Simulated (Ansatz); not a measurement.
ZrO$_{2}$:
Space group P2₁/c (No. 14); a = 5.153 Å, b = 5.225 Å, c = 5.331 Å, α = γ = 90.00°, β = 99.40°

```
atom  site  symmetry       x       y       z
----  ----  --------  ------  ------  ------
Zr      4e         1  0.2761  0.0422  0.2098
O       4e         1  0.0688  0.3327  0.3448
O       4e         1  0.5503  0.2573  0.0223
```

Relaxed with r²SCAN.

Task: Which orbitals make up the states near the band edges in DFT-r²SCAN in the program Ansatz with PAW potentials?

Result: Top 1 eV of the valence band: O 2p 93 %. Bottom 1 eV of the conduction band: Zr 4d 86 %, O 2p 10 %. Projections are on Löwdin-orthogonalised atomic valence shells; empty p or d shells of many metals are not among them.

Task: Tabulate the density of states.

Result: States/eV per cell of 12 atoms, in 0.25 eV bins, energy from the valence-band maximum.

| E (eV) | total | O 2p | Zr 4d | O 2s |
|---|---|---|---|---|
| -5.20 | 0.00 | 0.00 | 0.00 | 0.00 |
| -4.95 | 1.42 | 0.97 | 0.36 | 0.00 |
| -4.70 | 5.10 | 3.52 | 1.29 | 0.02 |
| -4.45 | 11.84 | 8.25 | 3.09 | 0.05 |
| -4.20 | 12.40 | 8.66 | 3.30 | 0.06 |
| -3.95 | 11.58 | 8.26 | 2.87 | 0.06 |
| -3.70 | 8.42 | 6.17 | 1.88 | 0.05 |
| -3.45 | 10.67 | 8.05 | 2.12 | 0.08 |
| -3.20 | 7.85 | 6.10 | 1.37 | 0.08 |
| -2.95 | 7.94 | 6.31 | 1.22 | 0.09 |
| -2.70 | 9.31 | 7.54 | 1.30 | 0.10 |
| -2.45 | 8.46 | 6.99 | 1.08 | 0.08 |
| -2.20 | 10.82 | 8.97 | 1.39 | 0.10 |
| -1.95 | 11.27 | 9.50 | 1.31 | 0.10 |
| -1.70 | 11.33 | 9.72 | 1.19 | 0.08 |
| -1.45 | 13.27 | 11.71 | 1.10 | 0.07 |
| -1.20 | 12.42 | 11.15 | 0.89 | 0.05 |
| -0.95 | 12.97 | 11.88 | 0.72 | 0.04 |
| -0.70 | 13.47 | 12.54 | 0.58 | 0.03 |
| -0.45 | 8.23 | 7.78 | 0.28 | 0.02 |
| -0.20 | 2.89 | 2.79 | 0.06 | 0.00 |
| 0.05 | 0.34 | 0.34 | 0.00 | 0.00 |
| 0.30 | 0.00 | 0.00 | 0.00 | 0.00 |
| 0.55 | 0.00 | 0.00 | 0.00 | 0.00 |
| 0.80 | 0.00 | 0.00 | 0.00 | 0.00 |
| 1.05 | 0.00 | 0.00 | 0.00 | 0.00 |
| 1.30 | 0.00 | 0.00 | 0.00 | 0.00 |
| 1.55 | 0.00 | 0.00 | 0.00 | 0.00 |
| 1.80 | 0.00 | 0.00 | 0.00 | 0.00 |
| 2.05 | 0.00 | 0.00 | 0.00 | 0.00 |
| 2.30 | 0.00 | 0.00 | 0.00 | 0.00 |
| 2.55 | 0.00 | 0.00 | 0.00 | 0.00 |
| 2.80 | 0.00 | 0.00 | 0.00 | 0.00 |
| 3.05 | 0.00 | 0.00 | 0.00 | 0.00 |
| 3.30 | 0.00 | 0.00 | 0.00 | 0.00 |
| 3.55 | 0.00 | 0.00 | 0.00 | 0.00 |
| 3.80 | 0.00 | 0.00 | 0.00 | 0.00 |
| 4.05 | 0.00 | 0.00 | 0.00 | 0.00 |
| 4.30 | 1.67 | 0.17 | 1.44 | 0.01 |
| 4.55 | 4.75 | 0.47 | 4.11 | 0.02 |
| 4.80 | 7.61 | 0.82 | 6.50 | 0.07 |
| 5.05 | 8.02 | 0.77 | 6.92 | 0.08 |
| 5.30 | 9.26 | 0.93 | 7.91 | 0.12 |
| 5.55 | 6.49 | 0.74 | 5.46 | 0.09 |
| 5.80 | 10.03 | 1.28 | 8.24 | 0.19 |
| 6.05 | 9.41 | 1.07 | 7.75 | 0.24 |
| 6.30 | 8.37 | 1.11 | 6.61 | 0.32 |
| 6.55 | 8.83 | 1.17 | 6.87 | 0.42 |
| 6.80 | 5.81 | 0.80 | 4.45 | 0.30 |
| 7.05 | 4.29 | 0.69 | 3.15 | 0.20 |
| 7.30 | 8.15 | 1.36 | 5.87 | 0.41 |
| 7.55 | 6.34 | 0.88 | 4.51 | 0.50 |
| 7.80 | 9.89 | 1.24 | 6.81 | 1.00 |
| 8.05 | 4.91 | 0.75 | 3.09 | 0.46 |
| 8.30 | 5.43 | 0.95 | 3.52 | 0.40 |
| 8.55 | 6.87 | 1.34 | 4.41 | 0.45 |
| 8.80 | 5.86 | 1.21 | 3.71 | 0.37 |
| 9.05 | 7.02 | 1.59 | 4.35 | 0.35 |

Space group P2_1/c. The cell was relaxed with r²SCAN under the symmetry of its start. The run is not spin-polarised. Spin–orbit coupling is left out wherever it is not named.

Potentials: the earlier of the program's two PAW sets. The files were generated under PBE; for other functionals the program regenerates the frozen cores, and for LDA and PBEsol the local potential too.
